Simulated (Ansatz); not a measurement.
Nb₄AlC₃:
```
Nb4AlC3
1.0
    3.14219     0.00000     0.00000
   -1.57110     2.72122     0.00000
    0.00000     0.00000    24.27742
Al Nb C
2 8 6
Direct
  0.33333   0.66667   0.25000
  0.66667   0.33333   0.75000
  0.00000   0.00000   0.84301
  0.00000   0.00000   0.15699
  0.00000   0.00000   0.34301
  0.00000   0.00000   0.65699
  0.66667   0.33333   0.94484
  0.33333   0.66667   0.05516
  0.33333   0.66667   0.44484
  0.66667   0.33333   0.55516
  0.33333   0.66667   0.89168
  0.66667   0.33333   0.10832
  0.66667   0.33333   0.39168
  0.33333   0.66667   0.60832
  0.00000   0.00000   0.50000
  0.00000   0.00000   0.00000
```

Relaxed with r²SCAN. Special points in fractions of this cell's reciprocal vectors: Γ (0.000, 0.000, 0.000); M (0.500, 0.000, 0.000); K (0.333, 0.333, 0.000); A (0.000, 0.000, 0.500); L (0.500, 0.000, 0.500); H (0.333, 0.333, 0.500).

Q: List the band energies nearest the Fermi level at these points for DFT-r²SCAN with spin–orbit coupling in the program Ansatz with PAW potentials.

A: In eV from the Fermi level; about four levels below and three above (degenerate sets whole), none deeper than 8.9 eV; points with the same levels are listed once.

```csv
k,below,above
Γ,-0.17 -0.17 -0.16 -0.16,0.37 0.37 0.37 0.37
M,-1.17 -1.17 -1.12 -1.12,0.84 0.84 0.89 0.89
K,-1.34 -1.34 -1.29 -1.29,0.68 0.68 0.72 0.72
A,-0.18 -0.18 -0.18 -0.18,0.38 0.38 0.38 0.38 0.38 0.38 0.38 0.38
L,-1.15 -1.15 -1.15 -1.15,0.87 0.87 0.87 0.87
H,-1.34 -1.34 -1.29 -1.29,0.70 0.70 0.74 0.74 0.75 0.75
```

Space group P6_3/mmc. The workflow started from a Materials Project entry (that database holds measured and hypothetical structures alike); the Crystallography Open Database copy checked does not list it. Its standing as an ambient phase is unchecked. The cell was relaxed with r²SCAN under the symmetry of its start; its stability against distortions is not shown here. The run is not spin-polarised.

Potentials: the later of the program's two PAW sets.
